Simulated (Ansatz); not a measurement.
TiNb:
```
TiNb
1.0
    1.63242    -2.30169     0.00000
    1.63242     2.30169     0.00000
    0.00000     0.00000     4.65792
Ti Nb
1 1
Direct
  0.50000   0.50000   0.50000
  0.00000   0.00000   0.00000
```

Relaxed with r²SCAN.

Problem. Give the Bader charges and basin volumes of the independent atoms, DFT-r²SCAN in the program Ansatz with PAW potentials.

Solution. 

```csv
atom,Bader charge (e),Bader volume (Å³)
Ti1,+0.65,13.6
Nb2,-0.65,21.4
```

Space group Cmmm. The first step of the workflow began from a Materials Project structure, measured or hypothetical; the Crystallography Open Database copy checked does not list it. With Ti and Nb taken as one species the cell has the higher symmetry Im-3m, so it may be an ordered model of a mixed-site phase. Whether it is the stable phase at ambient conditions was not checked. Symmetry was held in the r²SCAN relaxation; its stability against distortions is not shown here. The run is not spin-polarised.

Potentials: the later of the program's two PAW sets.
